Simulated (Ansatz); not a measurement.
Method: Ansatz, DFT PBE, scalar-relativistic, plane waves, PAW. All cells share a 420 eV cutoff and Γ-centred k meshes spaced at most about 0.3 Å⁻¹ (about 0.25 or finer for metals, 2π included). No spin polarisation in the final relaxations.

All energies are static (0 K, no zero-point motion).

Compare these two cells of CsH2, each relaxed at this level.

1. Space group Pn-3m (No. 224), cubic, a = 6.525 Å. Cs has 4 H at 2.83 Å; H is surrounded by 2 Cs at 2.83 Å.

2. Space group I4/mmm (No. 139), tetragonal, a = 5.292 Å, c = 9.186 Å. Cs is surrounded by 8 H at 3.76 Å and 2 H at 4.21 Å; H has 1 H at 0.76 Å, 4 Cs at 3.76 Å and 1 Cs at 4.21 Å.

Question: Which would you expect to be lower, and how large is the difference?

Answer: Cell 2 is lower, by 0.79 eV/atom. Cell 1 has the anti-cuprite type, space group Pn-3m (No. 224), 46.3 Å³/atom and no gap on its mesh; cell 2 has the CaC2 type, space group I4/mmm (No. 139), 42.9 Å³/atom and no gap. Counting H atoms around Cs (those within 1.25 times the shortest such distance or 1.15 times the sum of covalent radii; a plus sign parts nearer from farther groups), cell 1 has Cs 4 and cell 2 has Cs 8+2. Cell 2 holds H–H pairs as short as in free H₂ molecules (shortest 0.76 Å); in cell 1 the shortest H–H distance is 4.61 Å. The denser one is the lower, and pressure would at first widen the difference. Even the lower one lies +0.07 eV/atom against the reference forms of the elements (uncorrected), a margin that errors in the energy of the gaseous reference can exceed. Both come from invented guesses.

With hydrogen, zero-point motion can shift such differences by 10 meV/atom or more. A magnetic state wasn't ruled out in cells without spin, among them Pn-3m, I4/mmm. Cells relaxed within their symmetry can be saddle points.
